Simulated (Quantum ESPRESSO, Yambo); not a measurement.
SnS2 monolayer: DFT and GW levels

```
SnS2
1.0
    3.64694     0.00000     0.00000
   -1.82347     3.15834     0.00000
    0.00000     0.00000    15.90000
S Sn
2 1
Cartesian
  0.00000   2.10556   1.47333
  1.82347   1.05278  -1.47333
  0.00000   0.00000   0.00000
```

The layer was cut from Materials Project entry mp-1170 and relaxed with PBEsol in a cell 15.9 Å high, with the Coulomb interaction truncated along z.

Starting point: norm-conserving PBE (stringent potentials; Quantum ESPRESSO, 102 Ry, without SOC). G0W0 in Yambo: 6×6×1 Γ-centred k mesh, bands 5 to 125 and a 8 Ry block in the screening, 125 bands in G with the Bruneval-Gonze terminator, plasmon pole fitted at 27.2 eV, slab-truncated Coulomb interaction, stochastic integration of W near q = 0.

| Quantity | Value |
|---|---|
| PBE gap along the band path | 1.62 eV |
| PBE gap between the mesh's edge points ((0, 0.167) → M) | 1.62 eV |
| G0W0 gap between the same points | 3.18 eV |
| PBE smallest direct gap on the mesh (at M) | 1.88 eV |
| G0W0 direct gap at that point | 3.48 eV |

| k point | band | E PBE (eV) | E QP (eV) | shift (eV) | Z |
|---|---|---|---|---|---|
| Γ | VB | -0.09 | -0.85 | -0.76 | 0.76 |
| Γ | CB | 2.53 | 3.33 | 0.80 | 0.79 |
| (0, 0.167) | VB | 0.00 | -0.76 | -0.76 | 0.76 |
| (0, 0.167) | CB | 3.04 | 3.93 | 0.89 | 0.78 |
| M | VB | -0.26 | -1.07 | -0.81 | 0.76 |
| M | CB | 1.62 | 2.42 | 0.80 | 0.79 |
| K | VB | -0.66 | -1.57 | -0.91 | 0.76 |
| K | CB | 2.74 | 3.65 | 0.91 | 0.78 |

Energies count from the PBE valence-band maximum.

Nearest settings tried, and what they do to the gap: 70 bands in G: +9 meV; 70 bands in W, 70 bands in G: +62 meV; 5 Ry block (267 vectors against 501): -51 meV. Not varied: mesh, cell height. So the settings aren't converged at that level.

Spin-orbit splittings are left out.
